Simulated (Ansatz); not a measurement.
Input and command of a plane-wave DFT calculation in Ansatz:

```yaml
crystal:
  lattice:
    - [0.0, 1.91575, 1.945375]
    - [1.91575, 0.0, 1.945375]
    - [1.91575, 1.91575, 0.0]
  atoms:
    - { symbol: Re, position: [0.0, 0.0, 0.0] }
basis:
  ecutwfc: 500
kpoints:
  mp_grid: { grid: [20, 20, 20] }
hamiltonian:
  xc: r2scan
scf:
  occupations: { method: gaussian, width: 0.15 }
output:
  forces: true
  stress: true
  eigenvalues: true
  write_density: true
  write_potential: true
  elf: true
  volumetric_format: npy
```

```bash
ansatz run input.yaml --threads 1 --pin off --max-ram 2560MiB --backend cpu --events-out ev --progress --plain --runs-dir out
```

Processor: Oxide Virtual Turin-like Processor (Zen 5), 1 thread, on a host shared with other jobs.

**Question.** How long does it run, and how much memory does it take?

**Answer.** About 9.5 s on 1 thread of Oxide Virtual Turin-like Processor (Zen 5), with other jobs on the host, peak memory 0.48 GiB. It solves 12 bands at 641 k points (the mesh reduced by symmetry) with about 339 plane waves, in 6 SCF iterations.
